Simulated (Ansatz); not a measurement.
Theory: DFT PBE, scalar-relativistic, plane waves, PAW in Ansatz. Cutoff 420 eV, Γ-centred meshes of about 0.25 Å⁻¹ or finer for metals and 0.3 Å⁻¹ for insulators (2π included), Gaussian smearing. Collinear spin where magnetic atoms keep a moment.

Temperature and zero-point effects are left out.

Two relaxed structures of FePb₂O₄:

A. (ferromagnetic moments up to 3.0 μB) Space group Fd-3m (No. 227), cubic, a = 9.596 Å. Around Fe lie 4 O at 1.84 Å; Pb is surrounded by 6 O at 2.54 Å; O has 1 Fe at 1.84 Å and 3 Pb at 2.54 Å.

B. (ferromagnetic moments up to 2.3 μB) Space group I4/mmm (No. 139), tetragonal, a = 5.832 Å, c = 6.665 Å. Fe has 4 O at 1.81 Å; Pb has 8 O at 2.66 Å; around O lie 1 Fe at 1.81 Å, 2 O at 2.56 Å and 4 Pb at 2.66 Å.

Task: Which is lower in energy, and by how much?

Result: B is lower, by 27 meV/atom. A has space group Fd-3m (No. 227), 15.8 Å³/atom and no gap on its mesh; B has space group I4/mmm (No. 139), 16.2 Å³/atom and no gap. Counting O atoms around Fe and Pb (those within 1.25 times the shortest such distance or 1.15 times the sum of covalent radii; the shortest distance is added where it exceeds 1.18 times the sum of covalent radii), A has Fe 4, Pb 6 from 2.5 Å and B has Fe 4, Pb 8 from 2.7 Å. Both come from trial cells of a structure search, whose lowest cell (K2NiF4 type, I4/mmm, 13.9 Å³/atom) lies 106 meV/atom below the lower of the two.

For metals, differences of a few meV/atom aren't resolved. These runs have no spin–orbit coupling, which can matter for Pb. No Hubbard U is applied to the open shell of Fe. Another magnetic order may lie lower. In such compounds a missing gap is often an artefact of a semilocal functional without U, since the open shell pins the Fermi level. Cells relaxed within their symmetry can be saddle points. Some structure types and database cells were kept out of the candidates from the start, so a known form may be missing.
